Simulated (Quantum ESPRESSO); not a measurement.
Simulation results for HfIn3NO5 (made-up cell)

Computed with Quantum ESPRESSO 7.5. Calculation on a made-up crystal cell, not a measurement, run twice, once with a planted mistake found by running each candidate: periodic Kohn-Sham density functional theory in plane waves with PseudoDojo standard norm-conserving scalar-relativistic pseudopotentials, each functional with its own files (v0.5 for PBE, v0.4.1 for LDA and PBEsol), no spin polarisation, no spin-orbit coupling, atoms not relaxed, stress positive in tension, energies less a fixed whole-eV offset for each atom's element; levels are Kohn-Sham levels at fractions of this cell's reciprocal vectors, counted from the reference band (half the neutral cell's valence electrons, rounded up) at Gamma; error bars cover cutoff and k-mesh only, not smearing or the files; each bar is the largest change over components, and at least 0.002 eV, 0.002 eV per angstrom or 0.02 GPa; a charged cell sits in a uniform background, with energy and stress on this program's zero of potential; no dispersion term; energies are for the whole cell, and the offsets were chosen from early runs and are not element reference energies; a distance is the largest change of any value in units of its error bar (the energy's for the smearing term), a scale change is of lengths, and a coarse mesh keeps the half-step shift.

## HfIn3NO5 (made-up cell)

Intended structure:
```
CELL_PARAMETERS angstrom
2.77170 1.63620 5.00120
-2.73370 1.69480 4.96050
0.06970 -3.23760 4.95020
ATOMIC_POSITIONS crystal
In 0.34236 0.32810 0.37887
In 0.17724 0.17984 0.12611
In 0.63688 0.65654 0.65489
Hf 0.85394 0.86826 0.83471
O 0.56256 0.97059 0.25207
O 0.24220 0.54620 0.92605
O 0.92230 0.23347 0.57949
O 0.45191 0.01701 0.77392
O 0.75876 0.43828 0.03672
N 0.03971 0.78158 0.44416
```

* lattice type: corundum
* intended functional: pbe
* intended cutoff: 1143 eV
* intended fermi dirac smearing: 0.025 eV
* intended scf tolerance: 1e-07 eV
* intended electrons removed: 0
* healthy free energy less offsets: 5.977 eV
* healthy scf iterations: 15
* healthy smearing term minus ts: 0 eV
* healthy pressure: 3.13 GPa
* healthy stress xx: -4.3 GPa
* healthy stress yy: 0.93 GPa
* healthy stress zz: -6.01 GPa
* healthy stress yz: 0.92 GPa
* healthy stress xz: 3.09 GPa
* healthy stress xy: 0.67 GPa
* faulty free energy less offsets: 18.28 eV
* faulty scf iterations: 14
* faulty smearing term minus ts: -0.007 eV
* faulty pressure: 27.63 GPa
* faulty stress xx: -29.17 GPa
* faulty stress yy: -23.37 GPa
* faulty stress zz: -30.34 GPa
* faulty stress yz: 0.41 GPa
* faulty stress xz: 3.65 GPa
* faulty stress xy: 1.07 GPa
* candidate k points along each vector: 2
* candidate cutoff: 625 eV
* candidate smearing: 0.56 eV
* candidate functional: lda
* candidate scf tolerance: 0.6 eV
* candidate electrons removed: -1
* candidate scale change: 0.58 percent
* candidate first exchanged site: 5
* candidate second exchanged site: 10
* intended k mesh: 5 x 5 x 5, shifted by half a step
* structure shown: as intended, without the mistake
* fault kind: wrong charge
* other mistakes compared: 7
* distance from healthy: 4255 error bars
* distance from nearest other mistake: 2291 error bars
* healthy error bar energy: 0.002891 eV
* healthy error bar stress: 0.02692 GPa
* healthy error bar force: 0.002 eV/Å

Atoms:
```
atoms element  atom site  atom energy offset (eV)
           In          1                    -1808
           In          2                    -1808
           In          3                    -1808
           Hf          4                    -1535
            O          5                     -452
            O          6                     -452
            O          7                     -452
            O          8                     -452
            O          9                     -452
            N         10                     -283
```

Healthy forces:
```
site  x (eV/Å)  y (eV/Å)  z (eV/Å)
   1    -2.081     1.145     3.908
   2     0.262    -3.467    -4.661
   3     1.562       0.1     -0.45
   4     1.484     0.023    -1.381
   5     0.911     0.581    -1.602
   6    -1.598     1.269     1.572
   7    -0.285      0.51     0.599
   8    -0.822     0.434     1.133
   9    -0.565    -0.011     1.042
  10     1.131    -0.584     -0.16
```

Faulty forces:
```
site  x (eV/Å)  y (eV/Å)  z (eV/Å)
   1    -2.112     1.073     3.766
   2     0.303    -3.443    -4.308
   3     1.522     0.223    -0.626
   4     1.516     0.385    -1.489
   5     1.457     0.902    -1.876
   6    -2.036     1.478     1.479
   7    -0.155    -0.212     0.398
   8    -0.747     0.194     1.351
   9    -0.432     0.057     1.132
  10     0.683    -0.657     0.173
```

Candidate mistake: coarse kmesh, low cutoff, wide smearing, wrong functional, loose scf, wrong charge, cell scaled, atoms exchanged

Notes: the hafnium pseudopotential is less sure than the others, with forces about 3 percent (worst 6) and pressure in oxides about 1.5 GPa (worst 2.7) from a second method in checks, which the error bars do not cover.
